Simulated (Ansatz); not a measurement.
**The bulk modulus of Na3WClO4 from a series of volumes**

Reference cell: a refined structure from the COD, ions relaxed with PBE at fixed cell.

Space group P4/nmm:1 (No. 129); a = 7.5181, c = 5.3600 Å.

| site | Wyckoff | site symmetry | x | y | z |
| --- | --- | --- | --- | --- | --- |
| Na1 | 2c | 4mm | 0.5000 | 0.0000 | 0.3584 |
| Na3 | 4d | ..2/m | 0.7500 | 0.2500 | 0.0000 |
| W | 2b | -4m2 | 0.0000 | 0.0000 | 0.5000 |
| Cl | 2c | 4mm | 0.5000 | 0.0000 | 0.8420 |
| O | 8i | .m. | 0.8094 | 0.0000 | 0.2988 |

One atom of each set is listed.

The numbers come from a DFT calculation in Ansatz (PBE, plane waves and PAW, scalar-relativistic, 420 eV cutoff, Γ-centred 3×3×4 k-points, Fermi–Dirac smearing 0.02 eV).

The cell is scaled uniformly, and the ions relax again at each size.

```
V/V₀  pressure (GPa)  gap on the k-mesh (eV)
0.97             2.5                    4.71
1.00               ?                       ?
1.02             0.4                    4.63
1.03             0.1                    4.61
1.06            -0.8                    4.55
```

**Question.** Estimate the row at V/V₀ = 1.00, the equilibrium volume and the bulk modulus.

**Answer.** pressure (GPa): 1.1; gap on the k-mesh (eV): 4.66. Worked: a parabola in ln(V/V₀) through the other 4 rows gives 1.2 GPa there. It crosses zero pressure at V/V₀ = 1.032, the equilibrium volume of this functional, where the bulk modulus is B = −dP/d ln V = 34 GPa. The shape of the cell is held, so in this non-cubic crystal both values are those of uniform scaling, and B is an upper bound to the hydrostatic one. The gap falls as the cell grows, by 0.017 eV per per cent of volume.

PBE gaps are too small, by a third to a half in many semiconductors; their changes with volume are better.
